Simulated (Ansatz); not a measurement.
PtS$_{2}$:
```
PtS2
1.0
    3.55081     0.00000     0.00000
   -1.77540     3.07509     0.00000
    0.00000     0.00000     5.20259
Pt S
1 2
Cartesian
  0.00000   0.00000   0.00000
  0.00000   2.05006   1.22563
  1.77540   1.02503   3.97696
```

Relaxed with r²SCAN+D4.

Task: Map the valence electron density (e/Å³), cut off at 1 on the plane through (0.000, 0.000, 0.000) spanned by u = [0, 0, 1] and v = [1, -1, 0] in lattice vectors, from DFT-r²SCAN+D4 in the program Ansatz with PAW potentials.

Result: x is the fraction of u, y of v (the angle between them is 90°; rows are the nearest grid lines); atoms in the plane: Pt at (0.00, 0.00), S at (0.24, 0.33), S at (0.76, 0.67).
```
|@@@@@%-.           .-%@@@@@|
|@@@@@#-.           .-#@@@@@|
|@@@@%=:.          ..:=%@@@@|
|@@@%=:..         ..:-=*%@@@|
|%#*=:..         .:-=+***#%%|
|::...         .:=*@@@@@%*=:|
|:..           .-*@@@@@@@*=:|
|:.           .:=%@@#+#@@#=:|
|:.           .:+@@@=.=@@#=:|
|:.           .:=%@@%*%@@*-:|
|:..           .-+%@@@@@%+-:|
|...::::::..    .:-=+++=-::.|
|.::-=+++=-:.    ..::::::...|
|:-+%@@@@@%+-.           ..:|
|:-*@@%*%@@%=:.           .:|
|:=#@@=.=@@@+:.           .:|
|:=#@@#+#@@%=:.           .:|
|:=*@@@@@@@*-.           ..:|
|:=*%@@@@@*=:.         ...::|
|%%#***+=-:.         ..:=*#%|
|@@@%*=-:..         ..:=%@@@|
|@@@@%=:..          .:=%@@@@|
|@@@@@#-.           .-#@@@@@|
|@@@@@%-.           .-%@@@@@|
```
Scale: ten equal steps from 0.013 (start of ' ') to 1.00 (end of '@'), in the order ' .:-=+*#%@'; x runs from 0.000 to 1.00, y from 0.000 (bottom) to 1.00 (top).

The density is the valence pseudo-density with augmentation charge, so density and ELF within about 1 Å of a nucleus are not all-electron values.

Space group P-3m1 (CdI2 type). The r²SCAN+D4 relaxation kept the symmetry of its start. The run is not spin-polarised. Spin–orbit coupling is left out wherever it is not named.

Potentials: the later of the program's two PAW sets.
